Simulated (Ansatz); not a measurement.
Ga$_{2}$Cu in space group P4/mmm (No. 123; Ga on 2h, Cu on 1a) under volume change, r²SCAN (plane waves, PAW; program Ansatz), shape and atoms relaxed at each volume.

| V (Å³/atom) | E − E(relaxed) (meV/atom) | P (GPa) |
|---|---|---|
| 13.795 | 43.9 | 11.35 |
| 14.250 | 18.2 | 6.86 |
| 14.704 | 4.3 | 3.11 |
| 15.159 | 0.0 | 0.00 |
| 15.614 | 3.7 | -2.56 |
| 16.069 | 14.1 | -4.69 |
| 16.524 | 30.0 | -6.42 |

Q: What does a third-order Birch–Murnaghan fit give for V₀, B₀ and B′?

A: V₀ = 15.16 Å³/atom, B₀ = 93.8 GPa, B′ = 5.3.

The workflow started from an entry of the Crystallography Open Database (COD). Its standing as an ambient phase is unchecked. The r²SCAN relaxation kept the symmetry of its start; whether a distortion lowers the energy is not shown. The run is not spin-polarised.

Potentials: the later of the program's two PAW sets.
